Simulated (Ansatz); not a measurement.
Values for one crystal, relaxed and computed with plane-wave PAW r²SCAN (Ansatz code); other levels are named.

| Quantity | Result |
|---|---|
| Volume per atom | 14.19 Å³ |
| Electronic character | metallic (no gap) |
| Pressure derivative B′ | 4.9 |
| Bulk modulus (Birch–Murnaghan fit) | 114 GPa |
| Density of states at the Fermi level | 0.45 states/eV per atom (mean over ±0.08 eV) |
| Formation energy from the elements (no fitted shifts) | -120 meV/atom |

Problem. Which of these materials gives this?
(A) SrIn2, P6_3/mmc (Sr on 2b, In on 4f)
(B) YInCu4, F-43m (Y on 4a, In on 4d, Cu on 16e)
(C) Mg2Rh, MoSi2 or CaC2 type
(D) MgInCu4, F-43m (Cu on 16e, Mg on 4a, In on 4c)

Solution. D, MgInCu4, F-43m (Cu on 16e, Mg on 4a, In on 4c)

The workflow started from an entry of the Crystallography Open Database (COD). Its standing as an ambient phase is unchecked. The cell was relaxed with r²SCAN under the symmetry of its start; its stability against distortions is not shown here. The run is not spin-polarised. The references are the lowest solids computed at this level, not always the standard phases. Scalar-relativistic: spin–orbit coupling is off unless named, which matters more the heavier the elements.

Potentials: the later of the program's two PAW sets.
